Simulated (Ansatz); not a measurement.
Single points with r2SCAN in Ansatz 0.2.0, PAW, spin-restricted, at the geometries given.

**Question.** Which of them gave these results: no gap, pressure 0.2 GPa, largest force 0.00 eV/Å, largest positive Bader charge +1.52 e?
A.
NbAg2 (500 eV, 8×8×5 mesh on the cell that ran, as a rule the primitive one, fermi-dirac 0.1 eV)
```cif
data_structure
_symmetry_space_group_name_H-M 'P6_222'
_symmetry_Int_Tables_number 180
_cell_length_a 5.1307
_cell_length_b 5.1307
_cell_length_c 7.0502
_cell_angle_alpha 90.000
_cell_angle_beta 90.000
_cell_angle_gamma 120.000
_cell_volume 160.72
loop_
_atom_site_label
_atom_site_type_symbol
_atom_site_symmetry_multiplicity
_atom_site_Wyckoff_symbol
_atom_site_fract_x
_atom_site_fract_y
_atom_site_fract_z
_atom_site_occupancy
Nb1 Nb 3 d 0.50000 0.00000 0.50000 1
Ag1 Ag 6 j 0.15926 0.31852 0.50000 1
```
B.
Na2PbBr (500 eV, 5×8×5 mesh on the cell that ran, as a rule the primitive one, fermi-dirac 0.0105 eV)
Space group Pmmn:1 (No. 59). a = 4.277 Å, b = 7.212 Å, c = 6.975 Å, α = 90.00°, β = 90.00°, γ = 90.00°
```json
{"atom": "Na", "site": "4e", "symmetry": "m..", "x": "0.0000", "y": "0.2564", "z": "0.2676"}
{"atom": "Pb", "site": "2b", "symmetry": "mm2", "x": "0.0000", "y": "0.5000", "z": "0.9084"}
{"atom": "Br", "site": "2a", "symmetry": "mm2", "x": "0.5000", "y": "0.5000", "z": "0.4155"}
```
C.
LuTl3 (500 eV, 7×7×7 mesh on the cell that ran, as a rule the primitive one, fermi-dirac 0.1 eV)
```cif
data_structure
_symmetry_space_group_name_H-M 'Pm-3m'
_symmetry_Int_Tables_number 221
_cell_length_a 4.6851
_cell_length_b 4.6851
_cell_length_c 4.6851
_cell_angle_alpha 90.000
_cell_angle_beta 90.000
_cell_angle_gamma 90.000
_cell_volume 102.84
loop_
_atom_site_label
_atom_site_type_symbol
_atom_site_symmetry_multiplicity
_atom_site_Wyckoff_symbol
_atom_site_fract_x
_atom_site_fract_y
_atom_site_fract_z
_atom_site_occupancy
Tl1 Tl 3 c 0.00000 0.50000 0.50000 1
Lu1 Lu 1 a 0.00000 0.00000 0.00000 1
```

**Answer.** C. The others gave Na2PbBr: no gap, 2.8 GPa; NbAg2: no gap, -0.7 GPa.

Origins: Na2PbBr, a known structure type with other elements, at an estimated volume; LuTl3, a database entry at a rescaled volume; NbAg2, a known structure type with other elements, at an estimated volume. Caveats for one or more cells: many states at the Fermi level without spin polarisation, so a magnetic state may lie lower.
